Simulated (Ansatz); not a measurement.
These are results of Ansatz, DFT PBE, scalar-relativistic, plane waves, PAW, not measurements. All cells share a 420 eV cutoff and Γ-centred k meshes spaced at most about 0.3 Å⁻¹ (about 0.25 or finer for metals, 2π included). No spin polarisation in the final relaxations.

Temperature and zero-point effects are left out.

Compare these two cells of TaTiN, each relaxed at this level.

A.

```xyz
3
Lattice="3.4073 0.0000 0.0000 -1.7036 2.9508 0.0000 0.0000 0.0000 4.8834" Properties=species:S:1:pos:R:3 pbc="T T T"
Ti    0.0000    0.0000    0.0000
Ta    1.7036    0.9836    2.4417
N     0.0000    1.9672    2.4417
```

B.

```xyz
6
Lattice="3.5846 0.0000 0.0000 0.0000 3.5846 0.0000 0.0000 0.0000 6.1696" Properties=species:S:1:pos:R:3 pbc="T T T"
Ti    1.7923    0.0000    2.3109
Ti    0.0000    1.7923    3.8587
Ta    1.7923    1.7923    0.0000
Ta    0.0000    0.0000    0.0000
N     0.0000    1.7923    1.7150
N     1.7923    0.0000    4.4546
```

Task: Which would you expect to be lower, and how large is the difference?

Result: A is lower, by 33 meV/atom. A has space group P-6m2 (No. 187), 16.4 Å³/atom and no gap on its mesh; B has space group P4/nmm (No. 129), 13.2 Å³/atom and no gap. Counting N atoms around Ta and Ti (those within 1.25 times the shortest such distance or 1.15 times the sum of covalent radii, 1.27 where that leaves under three; a plus sign parts nearer from farther groups; the shortest distance is added where it exceeds 1.18 times the sum of covalent radii), A has Ta 3, Ti 6 from 3.1 Å and B has Ta 4, Ti 1+4. The lower one is the more open, so pressure narrows the difference. Even the lower one lies +0.09 eV/atom against the reference forms of the elements (uncorrected), a margin that errors in the energy of the gaseous reference can exceed. Both come from invented guesses. A third cell relaxed alike, in P4/mmm, lies 1.02 eV/atom below the lower of the two.

Spin–orbit coupling, which can matter for Ta, is left out. Cells relaxed within their symmetry can be saddle points.
